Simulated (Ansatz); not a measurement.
**HfRh₃: zone-centre modes under pressure**

HfRh₃, Pm-3m, a = 3.867 Å. The structure is a COD entry; whether it is the stable form wasn't checked. Ansatz: LDA, PAW, 420 eV, Γ-centred 12×12×12 mesh on 4 atoms, Fermi-Dirac smearing 0.15 eV; no spin polarisation. Cell and atoms are relaxed at each pressure with the symmetry kept; optical modes at Γ by linear response, in cm⁻¹, matched by rank (the highest 3 distinct ones).

| P (GPa) | V (Å³/atom) | ω1 | ω2 | ω3 |
| --- | --- | --- | --- | --- |
| 0 | 14.453 | 137.8 | 182.5 | 215.6 |
| 3 | 14.292 | 141.6 | 186.9 | 221.9 |
| 10 | 13.952 | ? | ? | ? |

Task: Get each mode's Grüneisen parameter γ = −d ln ω/d ln V from the other rows and predict the missing frequencies.

Result: ln(V/V0) = 0.0000, -0.0112, -0.0353; a line through ln(ω/ω0) of the 2 known rows gives ω1: γ = 2.429, predicted 150.1, computed 149.8; ω2: γ = 2.127, predicted 196.7, computed 196.6; ω3: γ = 2.572, predicted 236.1, computed 235.8. The worst miss is 0.2 %, or 3 % of the shift under pressure, so a constant γ serves at that level. In a metal these frequencies hang on the mesh and smearing.

Spin–orbit coupling is left out, which can shift energies with elements as heavy as these.